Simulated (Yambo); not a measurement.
Yambo run on AgBr (space group P2_1/m, No. 11, within 0.06 Å of Fm-3m). The wavefunctions are norm-conserving PBEsol (Quantum ESPRESSO, 82 Ry, no spin-orbit coupling) ones on a 4×4×2 mesh (26 occupied bands); a = 4.0134 Å, b = 4.0144 Å, c = 5.6716 Å, α = 90.00°, β = 89.87°, γ = 90.00°.

Yambo input:

```
rim_cut
gw0
dyson
el_el_corr
HF_and_locXC
ppa
em1d
RandQpts= 1000000
RandGvec= 1 Ry
FFTGvecs= 50 Ry
EXXRLvcs= 82 Ry
VXCRLvcs= 328 Ry
Chimod= "HARTREE"
% BndsRnXp
 9 | 116 |
%
NGsBlkXp= 6 Ry
% LongDrXp
 1.0 | 1.0 | 1.0 |
%
PPAPntXp= 27.2114 eV
% GbndRnge
 1 | 116 |
%
GTermKind= "BG"
DysSolver= "n"
ExtendOut
% QPkrange
 1 | 1 | 26 | 27 |
 14 | 14 | 26 | 26 |
%
```

k points by index: 1 = Γ, 14 = (-0.5, 0, -0.5).

Table of the .qp output:

```
#    K-point    Band    Eo [eV]    E [eV]    E-Eo [eV]    Vxc [eV]    Vnlxc [eV]    Sc|Eo [eV]    Sc|E [eV]    dSc/dw|Eo [eV]    Re(Z)    Im(Z)
#
    1    26    -2.069806    -2.740183    -0.670377    -13.18833    -16.62920    2.603852    2.770496    -6.763064    0.800934    -0.001389
    1    27    0.494601    1.054219    0.559618    -10.97724    -6.839958    -3.461215    -3.577660    -5.661245    0.827781    -0.001110
    14    26    0.000000    -0.670967    -0.670967    -19.77873    -23.98254    3.367016    3.532839    -6.723837    0.801860    -0.001302
```
(The two width columns are left out.) Convergence of these settings isn't established.

Geometry relaxed with PBEsol.

This is not the ordinary phase of the substance; no match was found in the copy of COD used, and its stability was not checked.
